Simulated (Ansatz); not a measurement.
One crystal and one scan (energy over volume and axial ratio) at two levels, PBE (plane waves to 420 eV, PAW, scalar-relativistic; Ansatz, a first-principles code) and PBEsol (plane waves to 420 eV, PAW, scalar-relativistic; Ansatz), each from its own relaxed cell and on its own mesh. The cell shown is that of PBE.

SiO$_{2}$ (rutile)

```
SiO2
1.0
    4.23616     0.00000     0.00000
    0.00000     4.23616     0.00000
    0.00000     0.00000     2.69045
Si O
2 4
Direct
  0.50000   0.50000   0.50000
  0.00000   0.00000   0.00000
  0.80699   0.80699   0.50000
  0.30699   0.69301   0.00000
  0.69301   0.30699   0.00000
  0.19301   0.19301   0.50000
```

Grid over V/V₀ and (c/a)/(c/a)₀, subscript 0 meaning the relaxed cell; the conventional c axis lies along z; no internal relaxation.

E stands for the smeared free energy. SiO2 was relaxed with its symmetry unable to fall. As the atoms are clamped, bonds stretch with the cell, which overstates energies and stresses. Percentages come from the unrounded values.

Results of PBE:

| Property | Result |
|---|---|
| Lattice constant a (Å) | 4.236 |
| Lattice constant c (Å) | 2.690 |
| Relaxed volume (Å³/atom) | 8.05 |
| Band gap of the relaxed cell, no spin-orbit coupling (eV) | 5.04 |
| Modulus against c/a change at fixed volume, (3/4V)·∂²E/∂(ln c/a)² (fit, atoms clamped) (GPa) | 220 |

Question: What does PBEsol give for the same quantities?

Answer: 
| quantity | PBEsol | PBE − PBEsol |
|---|---|---|
| Lattice constant a (Å) | 4.195 | +0.041 (+1.0 %) |
| Lattice constant c (Å) | 2.678 | +0.012 (+0.4 %) |
| Relaxed volume (Å³/atom) | 7.85 | +0.20 (+2.5 %) |
| Band gap of the relaxed cell, no spin-orbit coupling (eV) | 5.35 | -0.31 (-5.9 %) |
| Modulus against c/a change at fixed volume, (3/4V)·∂²E/∂(ln c/a)² (fit, atoms clamped) (GPa) | 228 | -8 (-4 %) |

PBE gives the higher value for: lattice constant a; lattice constant c; relaxed volume. PBE gives the lower value for: band gap of the relaxed cell, no spin-orbit coupling; modulus against c/a change at fixed volume. Neither level is exact: the differences show how much the result hangs on the functional.

(A scan under strain: stresses follow from slopes of the energy per volume, elastic moduli from its curvatures.)
